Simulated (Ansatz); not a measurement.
KTaO$_{3}$:
```
CELL_PARAMETERS angstrom
      4.02437     0.00000     0.00000
      0.00000     4.02437     0.00000
      0.00000     0.00000     4.02437
ATOMIC_POSITIONS crystal
  K  0.00000 0.00000 0.00000
  Ta 0.50000 0.50000 0.50000
  O  0.00000 0.50000 0.50000
  O  0.50000 0.50000 0.00000
  O  0.50000 0.00000 0.50000
```

Relaxed with PBE in the plane-wave PAW code Ansatz. Indices refer to the conventional cell of Pm-3m, a = 4.0244 Å, b = 4.0244 Å, c = 4.0244 Å, α = 90.00°, β = 90.00°, γ = 90.00°.

**Question.** Simulate the powder diffraction pattern (Cu Kα, λ = 1.54184 Å; lines above 1 %) up to 2θ = 90°.

**Answer.** Simulated powder pattern, Cu Kα, λ = 1.54184 Å (kinematic, ideal powder, no thermal factors, no anomalous dispersion; the 30 strongest lines at most, above 1 %, up to 2θ = 90°):

```
2θ (°)  d (Å)  I/Imax (%)          hkl
------  -----  ----------  -----------
22.09   4.024          69        (100)
31.44   2.846         100        (110)
38.76   2.323         8.0        (111)
45.05   2.012          32        (200)
50.73   1.800          32        (210)
55.97   1.643          40        (211)
65.62   1.423          19        (220)
70.16   1.341          16  (221)+(300)
74.57   1.273          18        (310)
78.89   1.213         4.8        (311)
83.15   1.162         6.6        (222)
87.37   1.116         7.3        (320)
```

The cell was relaxed with PBE under the symmetry of its start. The run is not spin-polarised. Scalar-relativistic: spin–orbit coupling is off unless named, which matters more the heavier the elements.

Potentials: the later of the program's two PAW sets.
